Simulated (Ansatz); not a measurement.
## Is this Al3SiSe4 structure a true minimum?

It was reached by relaxing an invented guess, and it needn't be the stable form of this composition.

All numbers below come from DFT PBE, scalar-relativistic, plane waves, PAW in Ansatz 0.2.0. Plane waves to 420 eV, a k mesh through Γ of 10×10×10 on the computed 8-atom cell and Gaussian smearing (0.10 eV); no spin polarisation.

The cell below (8 atoms, space group I4/mmm (No. 139)) is relaxed within its symmetry.

```yaml
crystal:
  lattice:
    - [-2.73608, 2.73608, 5.45614]
    - [2.73608, -2.73608, 5.45614]
    - [2.73608, 2.73608, -5.45614]
  atoms:
    - { symbol: Al, position: [0.75000, 0.25000, 0.50000] }
    - { symbol: Al, position: [0.00000, 0.00000, 0.00000] }
    - { symbol: Al, position: [0.25000, 0.75000, 0.50000] }
    - { symbol: Si, position: [0.50000, 0.50000, 0.00000] }
    - { symbol: Se, position: [0.50000, 0.00000, 0.50000] }
    - { symbol: Se, position: [0.75225, 0.75225, 0.00000] }
    - { symbol: Se, position: [0.00000, 0.50000, 0.50000] }
    - { symbol: Se, position: [0.24775, 0.24775, 0.00000] }
```

For the test it was strained at random (σ = 1.5 % a component), the atoms were moved at random (σ = 0.05 Å), and all was relaxed again on a coarse 4×4×4 mesh (in the run’s order of axes) with 0.20 eV smearing, with no symmetry imposed.

An odd number of electrons in the primitive cell allows no gap without spin; a larger cell or a magnetic state could open one. The cell is a metal run without spin; a magnetic state may lie lower.

Task: Is the structure stable against such a distortion?

Result: It returns, within 2 meV/atom of the unmoved cell on that mesh and with the same symmetry when read at 0.1 Å. So it is stable against the distortions that fit this cell and that this random move excites. Modes that don't fit the cell aren't tested.
